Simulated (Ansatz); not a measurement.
**Band table of ZnPt**

```
Zn Pt
1.0
     2.86400    0.00000    0.00000
     0.00000    2.86400    0.00000
     0.00000    0.00000    3.51000
Zn Pt
1 1
Direct
  0.50000 0.50000 0.50000
  0.00000 0.00000 0.00000
```

Atoms are numbered in the order listed.

The geometry is COD entry 1522602, unchecked; take it as a test cell.

No spin–orbit coupling, which matters for the heavy atoms here.

Computed with DFT, PBEsol, all-electron LAPW, scalar-relativistic (Ansatz 0.2.0).

The runs use a Γ-centred 11×11×9 k mesh, Fermi–Dirac smearing of 0.05 eV, basis error target 0.25 meV/atom, no spin polarisation.

Path points, in fractions of the reciprocal vectors: Γ (0.000, 0.000, 0.000), X (0.000, 0.500, 0.000), M (0.500, 0.500, 0.000), Z (0.000, 0.000, 0.500), R (0.000, 0.500, 0.500), A (0.500, 0.500, 0.500). Levels in eV from the Fermi level; bands 21 to 36, counted from the lowest band of the run. The gap is zero.

```
# k(1/Å) point b21 b22 b23 b24 b25 b26 b27 b28 b29 b30 b31 b32 b33 b34 b35 b36
0.000 Γ -10.33 -7.61 -7.55 -6.80 -6.80 -6.56 -4.51 -3.89 -1.43 -1.43 -0.86 2.48 8.40 8.40 8.93 15.10
0.078 - -10.30 -7.60 -7.54 -6.80 -6.79 -6.57 -4.50 -3.88 -1.50 -1.43 -0.89 2.58 8.06 8.45 9.09 15.15
0.157 - -10.22 -7.57 -7.52 -6.81 -6.79 -6.58 -4.46 -3.87 -1.68 -1.43 -0.97 2.83 7.39 8.61 9.25 15.10
0.235 - -10.08 -7.54 -7.48 -6.82 -6.78 -6.59 -4.41 -3.83 -1.94 -1.44 -1.09 3.22 6.60 8.86 9.34 14.92
0.313 - -9.89 -7.50 -7.42 -6.84 -6.76 -6.60 -4.36 -3.78 -2.24 -1.45 -1.25 3.69 5.75 9.20 9.38 14.66
0.392 - -9.65 -7.45 -7.35 -6.86 -6.74 -6.62 -4.32 -3.69 -2.55 -1.46 -1.43 4.23 4.90 9.39 9.61 14.35
0.470 - -9.36 -7.40 -7.27 -6.88 -6.72 -6.64 -4.29 -3.58 -2.85 -1.62 -1.47 4.08 4.82 9.38 10.08 14.01
0.548 - -9.03 -7.35 -7.18 -6.90 -6.70 -6.67 -4.27 -3.46 -3.14 -1.81 -1.48 3.32 5.44 9.36 10.62 13.67
0.627 - -8.67 -7.30 -7.09 -6.92 -6.69 -6.68 -4.27 -3.40 -3.36 -1.99 -1.49 2.65 6.09 9.32 11.20 13.34
0.705 - -8.29 -7.24 -7.01 -6.94 -6.71 -6.66 -4.27 -3.63 -3.31 -2.15 -1.50 2.10 6.76 9.29 11.82 13.05
0.784 - -7.90 -7.19 -6.95 -6.93 -6.73 -6.64 -4.27 -3.83 -3.36 -2.30 -1.51 1.69 7.45 9.25 12.49 12.81
0.862 - -7.55 -7.12 -6.97 -6.84 -6.74 -6.63 -4.27 -3.98 -3.50 -2.41 -1.52 1.43 8.15 9.21 12.63 13.18
0.940 - -7.32 -7.03 -6.98 -6.75 -6.72 -6.62 -4.26 -4.09 -3.72 -2.50 -1.53 1.29 8.84 9.17 12.44 12.51
1.019 - -7.23 -6.98 -6.96 -6.76 -6.61 -6.57 -4.23 -4.16 -3.94 -2.55 -1.53 1.24 9.15 9.45 11.78 12.45
1.097 X -7.21 -6.98 -6.93 -6.76 -6.61 -6.50 -4.18 -4.18 -4.07 -2.57 -1.53 1.22 9.14 9.76 11.46 12.43
1.175 - -7.20 -6.99 -6.94 -6.83 -6.62 -6.41 -4.16 -4.15 -4.10 -2.52 -1.55 1.22 9.17 9.81 11.44 12.30
1.254 - -7.16 -7.00 -6.96 -6.94 -6.67 -6.22 -4.19 -4.08 -4.07 -2.41 -1.60 1.22 9.25 9.97 11.36 11.93
1.332 - -7.11 -7.05 -7.03 -6.99 -6.74 -5.98 -4.32 -3.97 -3.93 -2.25 -1.67 1.22 9.38 10.22 11.23 11.38
1.410 - -7.16 -7.06 -7.04 -7.02 -6.82 -5.68 -4.46 -3.82 -3.75 -2.07 -1.76 1.22 9.56 10.56 10.69 11.05
1.489 - -7.26 -7.11 -7.09 -6.93 -6.91 -5.33 -4.59 -3.66 -3.52 -1.86 -1.86 1.22 9.77 9.95 10.50 10.84
1.567 - -7.36 -7.16 -7.15 -7.01 -6.83 -4.94 -4.71 -3.48 -3.27 -1.97 -1.65 1.21 9.18 9.66 10.04 10.60
1.645 - -7.45 -7.23 -7.20 -7.10 -6.73 -4.80 -4.52 -3.29 -2.98 -2.07 -1.44 1.19 8.42 8.86 10.31 10.34
1.724 - -7.53 -7.31 -7.25 -7.18 -6.62 -4.88 -4.08 -3.11 -2.66 -2.17 -1.22 1.15 7.69 8.12 10.08 10.61
1.802 - -7.60 -7.38 -7.30 -7.25 -6.52 -4.92 -3.65 -2.93 -2.30 -2.26 -1.01 1.09 7.00 7.44 9.83 10.91
1.880 - -7.66 -7.45 -7.35 -7.32 -6.44 -4.95 -3.26 -2.78 -2.34 -1.90 -0.81 1.00 6.39 6.84 9.60 11.20
1.959 - -7.70 -7.51 -7.38 -7.37 -6.37 -4.97 -2.94 -2.65 -2.40 -1.46 -0.63 0.86 5.87 6.33 9.41 11.47
2.037 - -7.74 -7.56 -7.41 -7.41 -6.32 -4.97 -2.70 -2.56 -2.44 -1.00 -0.48 0.66 5.46 5.95 9.26 11.68
2.115 - -7.76 -7.59 -7.43 -7.43 -6.29 -4.97 -2.56 -2.49 -2.47 -0.58 -0.38 0.41 5.21 5.71 9.17 11.82
2.194 M -7.76 -7.59 -7.44 -7.44 -6.29 -4.97 -2.51 -2.47 -2.47 -0.34 -0.34 0.24 5.12 5.62 9.14 11.87
2.305 - -7.75 -7.58 -7.43 -7.42 -6.30 -4.97 -2.61 -2.51 -2.47 -0.65 -0.54 0.56 5.23 5.84 9.20 11.80
2.415 - -7.71 -7.52 -7.40 -7.36 -6.36 -4.99 -2.89 -2.60 -2.44 -1.12 -0.98 1.09 5.26 6.66 9.35 11.63
2.526 - -7.67 -7.44 -7.36 -7.28 -6.45 -5.07 -3.28 -2.73 -2.39 -1.61 -1.45 1.66 5.23 7.83 9.48 11.45
2.637 - -7.63 -7.35 -7.30 -7.18 -6.56 -5.32 -3.59 -2.87 -2.33 -2.07 -1.86 2.26 5.19 9.06 9.39 11.44
2.748 - -7.62 -7.27 -7.24 -7.06 -6.68 -5.77 -3.66 -3.00 -2.51 -2.25 -2.20 2.90 5.18 8.96 9.86 12.03
2.859 - -7.73 -7.21 -7.17 -6.94 -6.82 -6.25 -3.55 -3.08 -2.92 -2.46 -2.15 3.58 5.23 8.23 10.04 13.38
2.969 - -8.04 -7.19 -7.10 -6.96 -6.84 -6.56 -3.44 -3.29 -3.08 -2.55 -2.04 4.29 5.35 7.36 10.02 15.03
3.080 - -8.51 -7.22 -7.10 -7.03 -6.78 -6.66 -3.61 -3.47 -2.99 -2.38 -1.92 5.03 5.55 6.44 9.96 16.59
3.191 - -9.00 -7.29 -7.22 -6.96 -6.74 -6.67 -3.89 -3.59 -2.80 -2.04 -1.80 5.52 5.78 5.85 9.91 17.33
3.302 - -9.46 -7.38 -7.33 -6.90 -6.74 -6.64 -4.11 -3.70 -2.53 -1.68 -1.67 4.64 6.26 6.52 9.85 17.02
3.413 - -9.83 -7.46 -7.43 -6.86 -6.75 -6.61 -4.29 -3.79 -2.18 -1.58 -1.34 3.83 6.78 7.21 9.74 16.37
3.524 - -10.11 -7.54 -7.49 -6.82 -6.77 -6.59 -4.41 -3.85 -1.83 -1.50 -1.08 3.15 7.38 7.82 9.54 15.73
3.634 - -10.28 -7.59 -7.54 -6.80 -6.79 -6.57 -4.49 -3.88 -1.54 -1.45 -0.92 2.66 7.99 8.24 9.22 15.27
3.745 Γ -10.33 -7.61 -7.55 -6.80 -6.80 -6.56 -4.51 -3.89 -1.43 -1.43 -0.86 2.48 8.40 8.40 8.93 15.10
3.809 - -10.31 -7.60 -7.55 -6.80 -6.80 -6.56 -4.51 -3.90 -1.44 -1.44 -0.86 2.38 8.44 8.44 9.07 15.01
3.873 - -10.26 -7.59 -7.54 -6.79 -6.79 -6.56 -4.53 -3.92 -1.48 -1.48 -0.87 2.08 8.55 8.55 9.45 14.77
3.937 - -10.16 -7.57 -7.52 -6.79 -6.79 -6.56 -4.54 -3.95 -1.54 -1.54 -0.87 1.66 8.73 8.73 10.04 14.47
4.001 - -10.03 -7.54 -7.50 -6.78 -6.78 -6.56 -4.57 -4.00 -1.62 -1.62 -0.88 1.17 8.97 8.97 10.75 14.16
4.065 - -9.87 -7.50 -7.47 -6.77 -6.77 -6.55 -4.60 -4.08 -1.71 -1.71 -0.88 0.65 9.28 9.28 11.56 13.84
4.129 - -9.67 -7.46 -7.44 -6.76 -6.76 -6.55 -4.64 -4.18 -1.81 -1.81 -0.89 0.14 9.65 9.65 12.43 13.55
4.193 - -9.44 -7.42 -7.41 -6.74 -6.74 -6.54 -4.67 -4.32 -1.91 -1.91 -0.90 -0.33 10.06 10.06 13.28 13.32
4.257 - -9.18 -7.38 -7.37 -6.73 -6.73 -6.54 -4.71 -4.50 -2.01 -2.01 -0.91 -0.75 10.51 10.51 13.04 14.11
4.321 - -8.90 -7.34 -7.34 -6.72 -6.72 -6.53 -4.75 -4.72 -2.10 -2.10 -1.11 -0.91 11.01 11.01 12.84 14.40
4.384 - -8.60 -7.31 -7.31 -6.71 -6.71 -6.53 -4.98 -4.79 -2.18 -2.18 -1.39 -0.92 11.54 11.54 12.67 14.32
4.448 - -8.29 -7.30 -7.28 -6.70 -6.70 -6.52 -5.26 -4.82 -2.24 -2.24 -1.59 -0.93 12.10 12.10 12.54 14.20
4.512 - -7.98 -7.31 -7.26 -6.69 -6.69 -6.52 -5.54 -4.84 -2.29 -2.29 -1.73 -0.93 12.44 12.68 12.68 14.09
4.576 - -7.71 -7.36 -7.25 -6.69 -6.69 -6.52 -5.75 -4.85 -2.32 -2.32 -1.81 -0.93 12.38 13.27 13.27 14.03
4.640 Z -7.53 -7.46 -7.24 -6.68 -6.68 -6.52 -5.83 -4.86 -2.33 -2.33 -1.84 -0.93 12.36 13.74 13.74 14.00
4.719 - -7.52 -7.45 -7.24 -6.69 -6.67 -6.52 -5.84 -4.83 -2.33 -2.32 -1.83 -0.95 12.07 13.43 13.72 13.74
4.797 - -7.50 -7.42 -7.23 -6.69 -6.62 -6.54 -5.86 -4.77 -2.31 -2.29 -1.80 -1.00 11.37 12.87 13.33 13.74
4.875 - -7.46 -7.41 -7.20 -6.70 -6.57 -6.51 -5.90 -4.66 -2.28 -2.24 -1.77 -1.07 10.54 11.89 13.37 13.74
4.954 - -7.45 -7.42 -7.14 -6.72 -6.61 -6.33 -5.94 -4.51 -2.24 -2.17 -1.71 -1.17 9.68 10.87 13.46 13.74
5.032 - -7.45 -7.44 -7.05 -6.73 -6.65 -6.07 -5.97 -4.33 -2.19 -2.09 -1.65 -1.28 8.84 9.85 13.60 13.73
5.110 - -7.49 -7.47 -6.93 -6.75 -6.70 -6.00 -5.77 -4.11 -2.14 -2.00 -1.58 -1.40 8.03 8.85 13.73 13.76
5.189 - -7.54 -7.50 -6.82 -6.77 -6.75 -5.99 -5.43 -3.85 -2.09 -1.91 -1.52 -1.49 7.26 7.88 13.71 13.95
5.267 - -7.59 -7.55 -6.80 -6.79 -6.73 -5.95 -5.09 -3.54 -2.04 -1.82 -1.64 -1.41 6.55 6.94 13.69 14.17
5.345 - -7.64 -7.59 -6.84 -6.81 -6.67 -5.87 -4.79 -3.16 -1.98 -1.74 -1.73 -1.32 5.91 6.04 13.67 14.39
5.424 - -7.69 -7.63 -6.88 -6.83 -6.63 -5.75 -4.54 -2.72 -1.93 -1.83 -1.65 -1.25 5.19 5.35 13.64 14.63
5.502 - -7.72 -7.67 -6.91 -6.85 -6.61 -5.64 -4.35 -2.24 -1.91 -1.89 -1.59 -1.18 4.42 4.89 13.62 14.85
5.580 - -7.75 -7.70 -6.93 -6.86 -6.60 -5.54 -4.22 -1.96 -1.85 -1.78 -1.54 -1.13 3.77 4.55 13.60 15.05
5.659 - -7.76 -7.72 -6.95 -6.87 -6.60 -5.47 -4.15 -2.00 -1.83 -1.51 -1.42 -1.11 3.31 4.33 13.59 15.18
5.737 R -7.77 -7.73 -6.95 -6.87 -6.60 -5.44 -4.12 -2.01 -1.82 -1.50 -1.25 -1.13 3.13 4.26 13.58 15.23
5.815 - -7.76 -7.71 -6.95 -6.87 -6.60 -5.44 -4.09 -2.24 -2.10 -1.20 -1.13 -1.00 3.14 4.25 13.38 15.14
5.894 - -7.72 -7.67 -6.97 -6.88 -6.59 -5.43 -3.99 -2.65 -2.48 -1.12 -0.76 -0.53 3.15 4.22 12.85 14.88
5.972 - -7.67 -7.59 -6.99 -6.89 -6.59 -5.42 -3.83 -3.07 -2.85 -1.12 -0.29 -0.02 3.17 4.17 12.15 14.46
6.051 - -7.60 -7.48 -7.01 -6.91 -6.58 -5.40 -3.60 -3.47 -3.20 -1.11 0.19 0.52 3.20 4.10 11.39 13.91
6.129 - -7.52 -7.35 -7.04 -6.93 -6.56 -5.37 -3.84 -3.52 -3.31 -1.09 0.70 1.08 3.24 4.00 10.63 13.25
6.207 - -7.44 -7.21 -7.08 -6.96 -6.55 -5.34 -4.19 -3.82 -2.95 -1.08 1.22 1.64 3.30 3.88 9.90 12.52
6.286 - -7.36 -7.11 -7.05 -6.98 -6.54 -5.30 -4.50 -4.09 -2.54 -1.05 1.77 2.21 3.38 3.74 9.24 11.76
6.364 - -7.29 -7.15 -7.00 -6.88 -6.52 -5.26 -4.78 -4.33 -2.11 -1.00 2.33 2.78 3.48 3.58 8.65 10.98
6.442 - -7.22 -7.18 -7.02 -6.72 -6.51 -5.21 -5.02 -4.53 -1.71 -0.90 2.91 3.33 3.40 3.63 8.15 10.20
6.521 - -7.21 -7.17 -7.04 -6.58 -6.49 -5.22 -5.16 -4.70 -1.42 -0.68 3.22 3.51 3.84 3.87 7.74 9.43
6.599 - -7.23 -7.13 -7.05 -6.51 -6.44 -5.37 -5.10 -4.84 -1.29 -0.35 3.05 4.12 4.12 4.36 7.44 8.68
6.677 - -7.25 -7.09 -7.06 -6.49 -6.36 -5.49 -5.06 -4.93 -1.24 -0.03 2.91 4.50 4.73 4.78 7.22 7.97
6.756 - -7.26 -7.08 -7.07 -6.49 -6.30 -5.56 -5.03 -4.99 -1.22 0.18 2.81 4.93 5.07 5.28 7.10 7.35
6.834 A -7.26 -7.07 -7.07 -6.49 -6.28 -5.58 -5.01 -5.01 -1.21 0.26 2.78 5.17 5.17 5.56 7.03 7.05
6.945 - -7.25 -7.08 -7.07 -6.49 -6.32 -5.54 -5.05 -4.96 -1.22 0.11 2.84 4.45 5.08 5.36 7.08 7.59
7.056 - -7.23 -7.11 -7.06 -6.50 -6.41 -5.40 -5.17 -4.81 -1.26 -0.27 2.94 3.24 4.42 5.87 7.16 8.21
7.166 - -7.20 -7.14 -7.05 -6.53 -6.51 -5.34 -5.21 -4.60 -1.34 -0.78 2.04 2.72 4.24 6.59 7.30 8.49
7.277 - -7.18 -7.15 -7.04 -6.65 -6.54 -5.53 -4.98 -4.35 -1.48 -1.34 0.97 2.11 4.64 7.44 7.49 8.63
7.388 - -7.21 -7.10 -7.02 -6.77 -6.58 -5.73 -4.76 -4.08 -1.91 -1.70 0.12 1.41 5.29 7.74 8.35 8.77
7.499 - -7.24 -7.03 -6.99 -6.87 -6.65 -5.89 -4.65 -3.79 -2.45 -1.97 -0.45 0.74 6.07 8.04 8.95 9.29
7.610 - -7.26 -6.96 -6.96 -6.96 -6.76 -6.00 -4.76 -3.51 -2.95 -2.13 -0.81 0.11 6.94 8.41 9.21 10.23
7.720 - -7.28 -7.04 -6.92 -6.91 -6.87 -6.04 -5.09 -3.41 -3.24 -2.08 -1.04 -0.46 7.87 8.83 9.59 11.14
7.831 - -7.29 -7.10 -7.07 -6.88 -6.79 -6.03 -5.53 -3.82 -2.99 -1.92 -1.19 -0.98 8.84 9.32 10.10 11.98
7.942 - -7.31 -7.22 -7.16 -6.83 -6.70 -5.99 -5.95 -4.17 -2.77 -1.77 -1.43 -1.25 9.85 9.88 10.77 12.72
8.053 - -7.35 -7.34 -7.19 -6.78 -6.63 -6.29 -5.94 -4.46 -2.58 -1.80 -1.74 -1.18 10.51 10.87 11.60 13.32
8.164 - -7.45 -7.39 -7.22 -6.73 -6.57 -6.53 -5.89 -4.67 -2.45 -2.09 -1.78 -1.06 11.20 11.90 12.56 13.76
8.275 - -7.51 -7.44 -7.24 -6.70 -6.65 -6.53 -5.84 -4.81 -2.36 -2.27 -1.82 -0.97 11.92 12.90 13.55 14.02
8.385 Z -7.53 -7.46 -7.24 -6.68 -6.68 -6.52 -5.83 -4.86 -2.33 -2.33 -1.84 -0.93 12.36 13.74 13.74 14.00
8.486 - -7.70 -7.36 -7.24 -6.69 -6.68 -6.53 -5.75 -4.83 -2.32 -2.31 -1.80 -0.95 12.03 13.16 13.29 13.93
8.588 - -7.92 -7.29 -7.24 -6.70 -6.66 -6.54 -5.55 -4.75 -2.34 -2.25 -1.63 -0.99 11.03 12.78 12.78 13.77
8.689 - -8.13 -7.29 -7.20 -6.72 -6.67 -6.57 -5.28 -4.62 -2.43 -2.17 -1.27 -1.07 9.76 12.35 12.43 13.81
8.790 - -8.29 -7.31 -7.15 -6.74 -6.68 -6.59 -4.99 -4.45 -2.58 -2.06 -1.17 -0.74 8.43 12.02 12.07 14.02
8.891 - -8.40 -7.33 -7.10 -6.76 -6.70 -6.62 -4.76 -4.22 -2.77 -1.97 -1.28 -0.05 7.10 11.72 11.81 14.30
8.992 - -8.43 -7.33 -7.05 -6.78 -6.72 -6.64 -4.61 -3.93 -2.98 -1.89 -1.40 0.77 5.84 11.41 11.72 14.47
9.093 - -8.40 -7.33 -7.00 -6.79 -6.73 -6.65 -4.51 -3.64 -3.19 -1.88 -1.49 1.69 4.67 11.12 11.77 14.10
9.194 - -8.29 -7.31 -6.97 -6.79 -6.72 -6.66 -4.46 -3.53 -3.24 -1.95 -1.52 2.60 3.73 10.83 11.96 13.49
9.295 - -8.11 -7.28 -6.95 -6.78 -6.70 -6.67 -4.44 -3.68 -3.10 -2.08 -1.52 2.51 4.06 10.53 12.28 12.94
9.397 - -7.87 -7.24 -6.94 -6.77 -6.66 -6.65 -4.44 -3.85 -3.06 -2.23 -1.52 1.90 5.18 10.21 12.51 12.72
9.498 - -7.61 -7.19 -6.94 -6.77 -6.65 -6.60 -4.44 -3.99 -3.19 -2.36 -1.52 1.49 6.41 9.89 12.20 13.28
9.599 - -7.37 -7.13 -6.94 -6.76 -6.63 -6.55 -4.42 -4.10 -3.47 -2.47 -1.53 1.30 7.67 9.61 11.99 13.68
9.700 - -7.24 -7.03 -6.94 -6.76 -6.61 -6.51 -4.33 -4.16 -3.82 -2.54 -1.53 1.23 8.79 9.49 11.77 12.80
9.801 X -7.21 -6.98 -6.93 -6.76 -6.61 -6.50 -4.18 -4.18 -4.07 -2.57 -1.53 1.22 9.14 9.76 11.46 12.43
```
